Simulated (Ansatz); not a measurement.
ScPt, in the lowest of the structures calculated here: Pm-3m (No. 221), cP2, CsCl type; a = 3.260 Å, b = 3.260 Å, c = 3.260 Å, α = 90.00°, β = 90.00°, γ = 90.00°; Sc 1b (0.500, 0.500, 0.500); Pt 1a (0.000, 0.000, 0.000). Level of theory: PBEsol (plane waves to 420 eV, PAW, scalar-relativistic; Ansatz, a program for electronic structure). Element references, the lowest calculated here: Pt (Fm-3m), Sc (P6₃/mmc).

Total energies (eV/atom, σ → 0; comparable only within this code, potentials and settings):

```csv
phase,E (eV/atom)
ScPt (Pm-3m),-7248.803
Pt (Fm-3m),-12383.821
Sc (P6₃/mmc),-2111.369
ScPt3 (Pm-3m),-9816.771
```

Problem. What is the formation energy of this Pm-3m form of ScPt from the elements?

Solution. E_f = -7248.803 − [1 × (-2111.369) + 1 × (-12383.821)] / 2 = -1.21 eV/atom (-2.4 eV per formula unit).

Problem. Is it stable against the other phases calculated?

Solution. Yes: the most favourable decomposition, ScPt → 0.33 ScPt3 + 0.67 Sc (ScPt3 Pm-3m, Sc P6₃/mmc), costs 0.50 eV/atom.

Problem. Over what range of chemical potentials is ScPt stable among the phases calculated here? Give the corners of its window as Δμ = μ − μ(element).

Solution. 
```json
[
 {"in equilibrium with": "Sc", "Δμ(Pt) (eV)": "-2.42", "Δμ(Sc) (eV)": "0.00"},
 {"in equilibrium with": "ScPt3", "Δμ(Pt) (eV)": "-0.92", "Δμ(Sc) (eV)": "-1.50"}
]
```

At every corner Σ nΔμ equals the formation energy, about -2.4 eV per formula unit; the corners carry the error of several atoms' energies, a few 0.01 eV.

Hull of the energies calculated here, no anion corrections, zero temperature, no zero-point energy; an uncalculated phase could lie lower. Values are rounded to 0.01 eV/atom. Spin-orbit coupling is missing from these energies, which matters for elements this heavy. The compounds carry no spin polarisation.
